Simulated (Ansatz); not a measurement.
Relaxed-ion elastic tensor of GeBCN in space group R3m (No. 160; B on 3a, N on 3a, Ge on 3a, C on 3a) in GPa (Voigt order), the program Ansatz at the r²SCAN level (PAW); density 5.12 g/cm³, 8.87 Å³ per atom.

```
  536    106   93.1  -46.7    0.0    0.0
  106    536   93.1   46.7    0.0    0.0
 93.1   93.1    581    0.0    0.0    0.0
-46.7   46.7    0.0    179    0.0    0.0
  0.0    0.0    0.0    0.0    179  -46.7
  0.0    0.0    0.0    0.0  -46.7    215
```

Is the crystal mechanically stable?

Yes: the smallest eigenvalue of C is 147 GPa.

Work out the Voigt, Reuss and Hill averages.

K_V = 249, K_R = 248, K_H = 249; G_V = 205, G_R = 193, G_H = 199 GPa.

Give Young's modulus, Poisson's ratio, Pugh's ratio and the universal anisotropy index.

E = 9KG/(3K + G) = 472 GPa; ν = 0.18; K/G = 1.25 (brittle by the Pugh limit of 1.75); A_U = 5G_V/G_R + K_V/K_R − 6 = 0.32.

Estimate the sound speeds and the Debye temperature.

v_l = √((K + 4G/3)/ρ) = 10000 m/s, v_t = √(G/ρ) = 6240 m/s, mean 6870 m/s; Θ = (h/k)(3n/4πV)^(1/3) v_m = 989 K.

Solve the Christoffel equation for the three sound speeds along x, y, z.

Eigenvalues of C_ijkl n_j n_l equal ρv² (piezoelectric stiffening left out). In km/s, slowest first: x 5.36, 6.94, 10.23; y 5.81, 6.48, 10.29; z 5.91, 5.91, 10.64.

How much does each axis shrink under pressure?

Linear compressibilities β_i = Σ_j S_ij (j = 1 to 3): x 1.4, y 1.4, z 1.3 per TPa.

The start of the workflow was typed in or built on a structure type; neither database checked (COD, Materials Project) lists it. Its standing as an ambient phase is unchecked. Symmetry was held in the r²SCAN relaxation; its stability against distortions is not shown here. The volume moved by -16 % from the start of the relaxation.

Potentials: the earlier of the program's two PAW sets.
